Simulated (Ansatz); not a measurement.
The start is a relaxed TePb cell, doubled along one cell vector, shaken by Gaussian noise of σ = 0.08 Å a coordinate. The cell and all atomic positions are relaxed at zero pressure with PBEsol (plane waves to 420 eV, PAW, scalar-relativistic; Ansatz, a quantum-chemistry and plane-wave program). The first steps use a coarse 6×3×6 k-mesh.

Starting cell:
```yaml
crystal:
  lattice:
    - [0.00000, 3.22153, 3.22153]
    - [6.44306, 0.00000, 6.44306]
    - [3.22153, 3.22153, 0.00000]
  atoms:
    - { symbol: Pb, position: [0.46744, 0.25307, 0.51569] }
    - { symbol: Pb, position: [0.50144, 0.73505, 0.51158] }
    - { symbol: Te, position: [0.00107, 0.98709, 0.01825] }
    - { symbol: Te, position: [0.00988, 0.49223, 0.99000] }
```

Problem. How much energy is released per atom?

Solution. 0.01 eV/atom.

Problem. How do the shortest distances between atoms change?

Solution. The closest pairs of elements (up to four, under 3.6 Å), start → end: Pb–Te 3.07 → 3.22 Å.

Problem. What band gap does the relaxed structure have at this level?

Solution. 0.65 eV, direct at L (no spin-orbit coupling).

Relaxed structure:

```cif
data_Pb4Te4
_chemical_formula_sum 'Pb4 Te4'
_space_group_name_H-M_alt 'Fm-3m'
_space_group_IT_number 225
_space_group_name_Hall '-F 4 2 3'
_cell_length_a 6.44376
_cell_length_b 6.44376
_cell_length_c 6.44376
_cell_angle_alpha 90.000
_cell_angle_beta 90.000
_cell_angle_gamma 90.000
loop_
_atom_site_label
_atom_site_type_symbol
_atom_site_symmetry_multiplicity
_atom_site_Wyckoff_symbol
_atom_site_fract_x
_atom_site_fract_y
_atom_site_fract_z
_atom_site_occupancy
Pb1 Pb 4 b 0.50000 0.50000 0.50000 1
Te1 Te 4 a 0.00000 0.00000 0.00000 1
```
(The calculation used a cell of 2 atoms; values per cell refer to that cell.)

Final values are on a 9×9×9 k-mesh of the relaxed cell. No spin polarisation in the result. Without spin-orbit coupling the bands of the heavy element are not split, so the gap can be far off.
